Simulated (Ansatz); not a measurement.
HgS in space group P-6m2 (No. 187; Hg on 1a, S on 1f) under volume change, plane-wave PAW PBE (Ansatz code), shape and atoms relaxed at each volume.

| V (Å³/atom) | E − E(relaxed) (meV/atom) | P (GPa) |
|---|---|---|
| 20.279 | ___ | ___ |
| 20.947 | ___ | ___ |
| 21.616 | 3.7 | 1.83 |
| 22.284 | 0.0 | 0.00 |
| 22.953 | 3.3 | -1.56 |
| 23.622 | 12.6 | -2.86 |
| 24.290 | 26.9 | -3.95 |

**Question.** Complete the blanks.

**Answer.** 
- 20.947, E − E(relaxed) (meV/atom): 15.8
- 20.947, P (GPa): 4.03
- 20.279, E − E(relaxed) (meV/atom): 38.0
- 20.279, P (GPa): 6.70

**Question.** What does a third-order Birch–Murnaghan fit give for V₀, B₀ and B′?

**Answer.** V₀ = 22.28 Å³/atom, B₀ = 56.4 GPa, B′ = 4.9.

The cell is a constructed one: a structure type filled with these elements; neither database checked (COD, Materials Project) lists it. COD files the formula under space group No. 152, 154, 166, 216, so this cell is another polymorph or a model. Whether it is the stable phase at ambient conditions was not checked. Symmetry was held in the PBE relaxation; its stability against distortions is not shown here. Scalar-relativistic: spin–orbit coupling is off unless named, which matters more the heavier the elements.

Potentials: the later of the program's two PAW sets.
